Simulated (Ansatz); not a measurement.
# A run on MgO with Ca replacing Mg

```yaml
crystal:
  lattice:
    - [0.0, 6.3255, 6.3255]
    - [6.3255, 0.0, 6.3255]
    - [6.3255, 6.3255, 0.0]
  atoms:
    - { symbol: Ca, position: [0.0, 0.0, 0.0] }
    - { symbol: Mg, position: [0.0, 0.0, 0.3333333333] }
    - { symbol: Mg, position: [0.0, 0.0, 0.6666666667] }
    - { symbol: Mg, position: [0.0, 0.3333333333, 0.0] }
    - { symbol: Mg, position: [0.0, 0.3333333333, 0.3333333333] }
    - { symbol: Mg, position: [0.0, 0.3333333333, 0.6666666667] }
    - { symbol: Mg, position: [0.0, 0.6666666667, 0.0] }
    - { symbol: Mg, position: [0.0, 0.6666666667, 0.3333333333] }
    - { symbol: Mg, position: [0.0, 0.6666666667, 0.6666666667] }
    - { symbol: Mg, position: [0.3333333333, 0.0, 0.0] }
    - { symbol: Mg, position: [0.3333333333, 0.0, 0.3333333333] }
    - { symbol: Mg, position: [0.3333333333, 0.0, 0.6666666667] }
    - { symbol: Mg, position: [0.3333333333, 0.3333333333, 0.0] }
    - { symbol: Mg, position: [0.3333333333, 0.3333333333, 0.3333333333] }
    - { symbol: Mg, position: [0.3333333333, 0.3333333333, 0.6666666667] }
    - { symbol: Mg, position: [0.3333333333, 0.6666666667, 0.0] }
    - { symbol: Mg, position: [0.3333333333, 0.6666666667, 0.3333333333] }
    - { symbol: Mg, position: [0.3333333333, 0.6666666667, 0.6666666667] }
    - { symbol: Mg, position: [0.6666666667, 0.0, 0.0] }
    - { symbol: Mg, position: [0.6666666667, 0.0, 0.3333333333] }
    - { symbol: Mg, position: [0.6666666667, 0.0, 0.6666666667] }
    - { symbol: Mg, position: [0.6666666667, 0.3333333333, 0.0] }
    - { symbol: Mg, position: [0.6666666667, 0.3333333333, 0.3333333333] }
    - { symbol: Mg, position: [0.6666666667, 0.3333333333, 0.6666666667] }
    - { symbol: Mg, position: [0.6666666667, 0.6666666667, 0.0] }
    - { symbol: Mg, position: [0.6666666667, 0.6666666667, 0.3333333333] }
    - { symbol: Mg, position: [0.6666666667, 0.6666666667, 0.6666666667] }
    - { symbol: O, position: [0.1666666667, 0.1666666667, 0.1666666667] }
    - { symbol: O, position: [0.1666666667, 0.1666666667, 0.5] }
    - { symbol: O, position: [0.1666666667, 0.1666666667, 0.8333333333] }
    - { symbol: O, position: [0.1666666667, 0.5, 0.1666666667] }
    - { symbol: O, position: [0.1666666667, 0.5, 0.5] }
    - { symbol: O, position: [0.1666666667, 0.5, 0.8333333333] }
    - { symbol: O, position: [0.1666666667, 0.8333333333, 0.1666666667] }
    - { symbol: O, position: [0.1666666667, 0.8333333333, 0.5] }
    - { symbol: O, position: [0.1666666667, 0.8333333333, 0.8333333333] }
    - { symbol: O, position: [0.5, 0.1666666667, 0.1666666667] }
    - { symbol: O, position: [0.5, 0.1666666667, 0.5] }
    - { symbol: O, position: [0.5, 0.1666666667, 0.8333333333] }
    - { symbol: O, position: [0.5, 0.5, 0.1666666667] }
    - { symbol: O, position: [0.5, 0.5, 0.5] }
    - { symbol: O, position: [0.5, 0.5, 0.8333333333] }
    - { symbol: O, position: [0.5, 0.8333333333, 0.1666666667] }
    - { symbol: O, position: [0.5, 0.8333333333, 0.5] }
    - { symbol: O, position: [0.5, 0.8333333333, 0.8333333333] }
    - { symbol: O, position: [0.8333333333, 0.1666666667, 0.1666666667] }
    - { symbol: O, position: [0.8333333333, 0.1666666667, 0.5] }
    - { symbol: O, position: [0.8333333333, 0.1666666667, 0.8333333333] }
    - { symbol: O, position: [0.8333333333, 0.5, 0.1666666667] }
    - { symbol: O, position: [0.8333333333, 0.5, 0.5] }
    - { symbol: O, position: [0.8333333333, 0.5, 0.8333333333] }
    - { symbol: O, position: [0.8333333333, 0.8333333333, 0.1666666667] }
    - { symbol: O, position: [0.8333333333, 0.8333333333, 0.5] }
    - { symbol: O, position: [0.8333333333, 0.8333333333, 0.8333333333] }
kpoints:
  mp_grid: { grid: [3, 3, 3] }
scf:
  occupations: { method: fermi_dirac, width: 0.01 }
  mixing: { algorithm: broyden, beta: 0.2, ndim: 8 }
hamiltonian:
  xc: pbe
  pseudopotentials: { kind: nc }
output:
  forces: true
  stress: true
  populations: true
  efg:
    quadrupole_moments_barn: { Ca: -0.0408, Mg: 0.1994, O: -0.02558 }
    contact_densities: true
```

```sh
ansatz run input.yaml --threads 1 --pin off --max-ram 3072MiB --backend cpu --events-out ev --progress --plain --runs-dir out
```

**Question.** Does this calculation finish, and if not, why?

**Answer.** The program refused the input. The program says:

```
Error: output.efg without hamiltonian.pseudopotentials.kind: paw|paw_fr|all_electron or hamiltonian.pseudopotentials.kind: all_electron — the all-electron EFG reconstruction needs the PAW one-centre densities; drop the efg request, or set kind: paw (paw_fr under spin-orbit coupling) (under a functional that reads the kinetic-energy density, kind: paw is refused in some combinations and carries risks of its own in the rest: see hamiltonian.xc for the refusals and hamiltonian.pseudopotentials.kind for the risks, both in the input reference; kind: paw is refused beside gw.static_remainder)
```

Against a sound input the change was `hamiltonian.pseudopotentials`: {kind: paw} → {kind: nc}; `scf.mixing.algorithm`: not typed → broyden; `scf.mixing.beta`: not typed → 0.2; `scf.mixing.ndim`: not typed → 8. The message points to `hamiltonian.pseudopotentials`.

With the sound settings the run converges and gives V_zz (10²¹ V/m²) Mg2 -0.031 (η 0.25), Mg15 -0.15 (η 0.00), O28 0.088 (η 0.00), O30 -2.82 (η 0.00), O32 -0.047 (η 0.56), and under 0.004 at the other sites; a site carries the number of its first atom in the input. The defect repeats with the cell of 54 atoms, so it feels its images: sites between two images don't show the values beside a lone defect, and zeros or small values of η there can come from the images' arrangement. The cell keeps the host's lattice, where the PBE pressure is 8 GPa. The neighbours have not yet relaxed around the defect (largest force 2.1 eV/Å), so a real crystal will differ.
